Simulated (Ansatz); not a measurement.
**Is this Be3ZnSe4 structure a true minimum?**

It was reached by relaxing an invented guess, and it needn't be the stable form of this composition.

Method: DFT PBE, scalar-relativistic, plane waves, PAW (Ansatz). Settings: cutoff 420 eV, Γ-centred mesh 6×6×6 on the computed 8-atom cell, Gaussian smearing of 0.02 eV; no spin polarisation.

The cell below (8 atoms, space group I-42m (No. 121)) is relaxed within its symmetry.

```yaml
crystal:
  lattice:
    - [-2.66055, 2.66055, 5.29976]
    - [2.66055, -2.66055, 5.29976]
    - [2.66055, 2.66055, -5.29976]
  atoms:
    - { symbol: Be, position: [0.50000, 0.50000, 0.00000] }
    - { symbol: Be, position: [0.75000, 0.25000, 0.50000] }
    - { symbol: Be, position: [0.25000, 0.75000, 0.50000] }
    - { symbol: Zn, position: [0.00000, 0.00000, 0.00000] }
    - { symbol: Se, position: [0.13500, 0.13500, 0.53311] }
    - { symbol: Se, position: [0.60189, 0.60189, 0.46689] }
    - { symbol: Se, position: [0.39811, 0.86500, 0.00000] }
    - { symbol: Se, position: [0.86500, 0.39811, 0.00000] }
```

For the test it was strained at random (σ = 1.5 % a component), the atoms were moved at random (σ = 0.10 Å), and all was relaxed again on a coarse 4×4×4 mesh (in the run’s order of axes) with 0.10 eV smearing, with no symmetry imposed.

Question: Is the structure stable against such a distortion?

Answer: It returns, within 1 meV/atom of the unmoved cell on that mesh and with the same symmetry when read at 0.1 Å (P1 at 0.01 Å, so small strains and shifts remain). So it is stable against the distortions that fit this cell and that this random move excites. Modes that don't fit the cell aren't tested.
